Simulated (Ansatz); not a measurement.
The start is a randomly generated symmetric cell of Ni (space group No. 227). The cell and all atomic positions are relaxed at zero pressure with r2SCAN (plane waves to 500 eV, PAW, scalar-relativistic; Ansatz, a quantum-chemistry and plane-wave program). The first steps use a coarse 10×10×10 k-mesh.

Starting cell:
```yaml
crystal:
  lattice:
    - [0.00000, 2.89342, 2.89342]
    - [2.89342, 0.00000, 2.89342]
    - [2.89342, 2.89342, 0.00000]
  atoms:
    - { symbol: Ni, position: [0.12500, 0.12500, 0.12500] }
    - { symbol: Ni, position: [0.12500, 0.12500, 0.62500] }
    - { symbol: Ni, position: [0.12500, 0.62500, 0.12500] }
    - { symbol: Ni, position: [0.62500, 0.12500, 0.12500] }
```
Spin-polarised start, with parallel moments on Ni.

### Question
How large is the pressure on the unrelaxed cell, and of which sign?

### Answer
+75.5 GPa (positive: the cell is compressed).

### Question
How do the shortest distances between atoms change?

### Answer
The closest pairs of elements (up to four, under 3.6 Å), start → end: Ni–Ni 2.05 → 2.32 Å.

### Question
Is the relaxed structure metallic? Give its gap.

### Answer
No gap (metallic).

### Question
What magnetic moments remain?

### Answer
Net 0.88 μB/atom, ferromagnetic.

### Question
What does it relax into? Give the structure.

### Answer

Space group Fd-3m, origin choice 1 (No. 227); a = b = c = 6.560 Å, α = β = γ = 90.00°

```json
[
 {"atom": "Ni", "site": "16c", "symmetry": ".-3m", "x": "0.1250", "y": "0.1250", "z": "0.1250"}
]
```
(The calculation used a cell of 4 atoms; values per cell refer to that cell.)

The space group stays Fd-3m (No. 227) (the run could not lower it), with 4 atoms in the primitive magnetic cell. Final values are on a 12×12×12 k-mesh of the relaxed cell. Spin state reached: ferromagnetic (net 0.88 μB/atom), from parallel starting moments; other spin orders were not run from this start. r2SCAN tends to overstate moments in metals. The program's look for a lower electronic state was skipped, cut short or left open in this run.

The run could not lose the symmetry of its start: the end is stationary, and may be a saddle point rather than a minimum.

All atoms sit on sites fixed by symmetry, so only the cell could relax.

The relaxed structure here is a generated cell of Ni: the first start was made by a random draw of sites in a space group, and the end was not matched to a known phase here, so it may be hypothetical. Known forms of Ni include space group No. 225.
